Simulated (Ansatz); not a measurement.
Zn5S3O2: rattling a relaxed structure

The cell was found from a structure generator's guess, not taken from experiment.

Computed with DFT PBE, scalar-relativistic, plane waves, PAW (Ansatz 0.2.0). Cutoff 420 eV; k points 10×10×10 on the computed 10-atom cell (Γ-centred); Gaussian smearing, width 0.02 eV; no spin polarisation.

The cell below (10 atoms, space group I-4m2 (No. 119)) is relaxed within its symmetry.

```xyz
10
Lattice="-1.8247 1.8247 12.4937 1.8247 -1.8247 12.4937 1.8247 1.8247 -12.4937" Properties=species:S:1:pos:R:3 pbc="T T T"
Zn    0.0000    0.0000   17.3186
Zn    0.0000    0.0000    2.8614
Zn    0.0000    0.0000   12.4937
Zn    0.0000    0.0000   22.1260
Zn    0.0000    0.0000    7.6688
S     1.8247    0.0000    1.4321
S     1.8247    0.0000   11.0616
S     1.8247    0.0000    6.2469
O     0.0000    1.8247    8.6527
O     0.0000    1.8247    3.8410
```

For the test it was strained at random (σ = 1.5 % a component), the atoms were moved at random (σ = 0.15 Å), and all was relaxed again on a coarse 4×4×4 mesh (in the run’s order of axes) with 0.10 eV smearing, with no symmetry imposed.

Task: What happens?

Result: It returns, within 1 meV/atom of the unmoved cell on that mesh and with the same symmetry when read at 0.1 Å (C2 at 0.01 Å, so small strains and shifts remain). So it is stable against the distortions that fit this cell and that this random move excites. Modes that don't fit the cell aren't tested.
